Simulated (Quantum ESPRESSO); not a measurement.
# Moving one atom in Si7N

The results below are calculated, not measured. They come from pw.x of Quantum ESPRESSO 7.5, a plane-wave density functional program, with PseudoDojo standard norm-conserving files (v0.5 for PBE, v0.4.1 for LDA and PBEsol). The cells are made up: elements, strain and atom displacements were drawn at random, and nothing was relaxed. There is no spin polarisation, spin-orbit coupling or dispersion term.

The cell has 8 sites of a zincblende or diamond lattice. Sites 1 to 4 hold Si Si Si N; sites 5 to 8 hold Si Si Si Si. Cell vectors in Å: (5.513, 0.000, 0.000); (0.000, 5.513, 0.000); (0.000, 0.000, 5.513). Settings: PBE, cutoff 1143 eV, 6 x 6 x 6 k mesh shifted by half a step, Fermi-Dirac smearing of 0.1 eV.

Each run shifts the Si atom on site 1 along y and leaves all else fixed. Site 8 is one of its nearest neighbours. E is the free energy of the cell above the lowest run shown.

| run | shift (Å) | Fy on site 1 (eV/Å) | Fy on site 8 (eV/Å) | P (GPa) | E (meV) |
| --- | --- | --- | --- | --- | --- |
| 1 | -0.1160 | 2.532 | -2.470 | -8.21 | 243.4 |
| 2 | -0.1014 | 2.359 | -2.402 | -8.27 | 207.7 |
| 3 | -0.0495 | 1.735 | -2.163 | -8.45 | 101.4 |
| 4 | -0.0065 | 1.208 | -1.968 | -8.56 | 38.1 |
| 6 | 0.1501 | -0.716 | -1.310 | -8.66 | 0.0 |
| 7 | 0.1698 | -0.953 | -1.235 | -8.64 | 16.4 |
| 5 | 0.1057 | ? | ? | ? | ? |

A rerun of one of these cells at 1437 eV and k mesh 8 x 8 x 8 moved values by no more than 0.008 eV in the cell's energy, 0.02 GPa in stress and 0.007 eV/Å in force.

## Worked fit

A parabola through the six runs shown gives Fy on site 1 = 1.131 - 12.18 u - 0.7 u² eV/Å, with u in Å and a scatter of 0.004 eV/Å. Minus the slope, 12.18 ± 0.15 eV/Å², is this atom's force constant along y at u = 0, with its periodic images moving too. The fitted force vanishes at u = 0.092 Å, where the energy should be lowest along this line. The error is the larger of the fit's own and the change that a cubic makes, rounded up.

## Withheld run

Question: what Fy on site 1 should run 5 give?

The fit gives -0.164 eV/Å. The calculation gave -0.175 eV/Å.

| run | shift (Å) | Fy on site 1 (eV/Å) | Fy on site 8 (eV/Å) | P (GPa) | E (meV) |
| --- | --- | --- | --- | --- | --- |
| 5 | 0.1057 | -0.175 | -1.486 | -8.68 | -19.8 |